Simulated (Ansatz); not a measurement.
Data:

Ga$_{2}$O$_{3}$:
```cif
data_Ga8O12
_chemical_formula_sum 'Ga8 O12'
_space_group_name_H-M_alt 'C2/m'
_space_group_IT_number 12
_space_group_name_Hall '-C 2y'
_cell_length_a 12.13517
_cell_length_b 3.01576
_cell_length_c 5.75118
_cell_angle_alpha 90.000
_cell_angle_beta 103.745
_cell_angle_gamma 90.000
loop_
_atom_site_label
_atom_site_type_symbol
_atom_site_symmetry_multiplicity
_atom_site_Wyckoff_symbol
_atom_site_fract_x
_atom_site_fract_y
_atom_site_fract_z
_atom_site_occupancy
Ga1 Ga 4 i 0.09069 0.00000 0.29505 1
Ga2 Ga 4 i 0.34111 0.00000 0.18571 1
O1 O 4 i 0.17308 0.00000 0.06220 1
O2 O 4 i 0.16568 0.00000 0.60934 1
O3 O 4 i 0.00357 0.50000 0.24420 1
```
(The calculation used a cell of 10 atoms; values per cell refer to that cell.)

This is the LDA-relaxed structure.

Task: All from LDA (plane waves, PAW; program Ansatz), unless another level is named. Give the formation energy from the elements (no fitted shifts).

Result: -2.01 eV/atom.

Task: What about the electron effective mass?

Result: 0.24, 0.25, 0.25 mₑ (principal values).

Task: Give the hole effective mass.

Result: 2.9, 3.2, 4.4 mₑ (principal values).

Task: Give the weight of the valence-edge state by species (Voronoi cells).

Result: O 96 %, Ga 4 %.

The cell was relaxed with LDA under the symmetry of its start; of distortions, only those at the zone centre were tested. The references are the lowest solids computed at this level, not always the standard phases (solids in place of the gases). Spin–orbit coupling is left out wherever it is not named.

Potentials: the later of the program's two PAW sets.

Edges and masses are those of Kohn–Sham bands, whose gap is no quasiparticle gap.
